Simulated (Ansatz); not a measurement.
TaP:
```
CELL_PARAMETERS angstrom
     -1.64565     1.64565     5.60334
      1.64565    -1.64565     5.60334
      1.64565     1.64565    -5.60334
ATOMIC_POSITIONS crystal
  Ta 0.99933 0.49933 0.50000
  Ta 0.24933 0.24933 0.00000
  P  0.41667 0.91667 0.50000
  P  0.66667 0.66667 0.00000
```

Relaxed with LDA. Special points in fractions of this cell's reciprocal vectors: Γ (0.000, 0.000, 0.000); X (0.000, 0.000, 0.500); P (0.250, 0.250, 0.250); N (0.000, 0.500, 0.000); M (0.500, 0.500, -0.500); S (0.272, 0.728, -0.272); S0 (-0.272, 0.272, 0.272); R (-0.043, 0.043, 0.500); G (0.500, 0.500, -0.043).

**Question.** List the band energies nearest the Fermi level at these points for LDA in the plane-wave PAW code Ansatz.

**Answer.** In eV from the Fermi level; about four levels below and three above (degenerate sets whole), none deeper than 8.9 eV; points with the same levels are listed once.

```json
[
 {"k": "Γ", "below": "-2.55 -2.55 -2.03 -1.61 -1.61", "above": "1.04 2.06 2.71"},
 {"k": "X", "below": "-3.23 -3.23 -0.96 -0.96", "above": "3.60 3.60 3.80 3.80"},
 {"k": "P", "below": "-3.27 -3.27 -0.95 -0.95", "above": "3.62 3.62 3.80 3.80"},
 {"k": "N", "below": "-2.61 -2.33 -1.79 -0.21", "above": "0.11 1.57 2.69"},
 {"k": "M", "below": "-3.06 -3.06 -0.81 -0.81", "above": "1.51 1.51 2.93 2.93"},
 {"k": "S", "below": "-2.58 -2.58 -1.85 -0.18", "above": "0.13 2.03 2.63"},
 {"k": "R", "below": "-3.20 -3.20 -1.00 -1.00", "above": "3.34 3.34 3.70 3.70"}
]
```

Space group I4_1md. The first step of the workflow began from a Materials Project structure, measured or hypothetical; the Crystallography Open Database copy checked does not list it. COD files the formula under space group No. 141, so this cell is another polymorph or a model. Its standing as an ambient phase is unchecked. The LDA relaxation kept the symmetry of its start; of distortions, only those at the zone centre were tested. The run is not spin-polarised. A small band overlap can be real or an error of a semilocal functional. The Fermi level of a semimetal is unsure by some 0.05 eV on such meshes. Scalar-relativistic: spin–orbit coupling is off unless named, which matters more the heavier the elements.

Potentials: the earlier of the program's two PAW sets.
